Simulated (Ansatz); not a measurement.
Theory: DFT PBE, scalar-relativistic, plane waves, PAW (Ansatz). All cells share a 420 eV cutoff and Γ-centred k meshes spaced at most about 0.3 Å⁻¹ (about 0.25 or finer for metals, 2π included). No spin polarisation in the final relaxations.

These are static total energies at zero pressure. All come from trial cells, and lower structures may exist.

Question: Order these relaxed structures of ZrSi3 by energy, lowest first, with the energy over the lowest of them.
A.

```xyz
4
Lattice="-2.6962 2.6962 2.6962 2.6962 -2.6962 2.6962 2.6962 2.6962 -2.6962" Properties=species:S:1:pos:R:3 pbc="T T T"
Zr    0.0000    0.0000    0.0000
Si    2.6962    0.0000    0.0000
Si    0.0000    2.6962    0.0000
Si    0.0000    0.0000    2.6962
```

B.

```xyz
4
Lattice="0.0000 3.2425 3.2425 3.2425 0.0000 3.2425 3.2425 3.2425 0.0000" Properties=species:S:1:pos:R:3 pbc="T T T"
Zr    0.0000    0.0000    0.0000
Si    1.6213    1.6213    1.6213
Si    3.2425    3.2425    3.2425
Si    4.8638    4.8638    4.8638
```

Answer: B (0 meV/atom), A (68 meV/atom). Forms: B BiF3 (D0_3) type, Fm-3m; A Im-3m. Counting Si atoms around Zr (those within 1.25 times the shortest such distance or 1.15 times the sum of covalent radii; a plus sign parts nearer from farther groups): B has Zr 8+6; A has Zr 6. Even the lowest lies +0.27 eV/atom against the elements.

Cells relaxed within their symmetry can be saddle points. Some structure types and database cells were kept out of the candidates from the start, so a known form may be missing.
